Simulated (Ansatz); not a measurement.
PdCl2:
```yaml
crystal:
  lattice:
    - [5.31982, 0.00000, 0.00000]
    - [0.00000, 3.80060, 0.00000]
    - [-1.88088, 0.00000, 6.05906]
  atoms:
    - { symbol: Pd, position: [0.00000, 0.00000, 0.50000] }
    - { symbol: Pd, position: [0.00000, 0.50000, 0.00000] }
    - { symbol: Cl, position: [0.26069, 0.25528, 0.31702] }
    - { symbol: Cl, position: [0.73931, 0.74472, 0.68298] }
    - { symbol: Cl, position: [0.73931, 0.75528, 0.18298] }
    - { symbol: Cl, position: [0.26069, 0.24472, 0.81702] }
```

The program Ansatz at the LDA level (PAW) gives a gap of 0.45 eV without spin–orbit coupling, maximum at Y2, minimum off the standard path, at k = (0.359, 0.000, -0.396).

Question: What happens when spin–orbit coupling is switched on?

Answer: The gap stays essentially unchanged, to 0.45 eV; maximum at Y2, minimum off the standard path, at k = (0.359, 0.000, -0.396).

Question: Give the electron effective mass with spin–orbit coupling.

Answer: 0.35, 0.69, 1.0 mₑ (principal values).

Question: Give the hole effective mass with spin–orbit coupling.

Answer: 1.0, 1.6, 2.3 mₑ (principal values).

Space group P2_1/c. The first step of the workflow began from a Materials Project structure, measured or hypothetical; the Crystallography Open Database copy checked does not list it. COD files the formula under space group No. 58, so this cell is another polymorph or a model. Its standing as an ambient phase is unchecked. The LDA relaxation kept the symmetry of its start; whether a distortion lowers the energy is not shown. No spin polarisation was allowed. A crystal of weakly bound layers computed without a dispersion correction: the cell and the soft elastic constants depend strongly on that.

Potentials: the later of the program's two PAW sets.
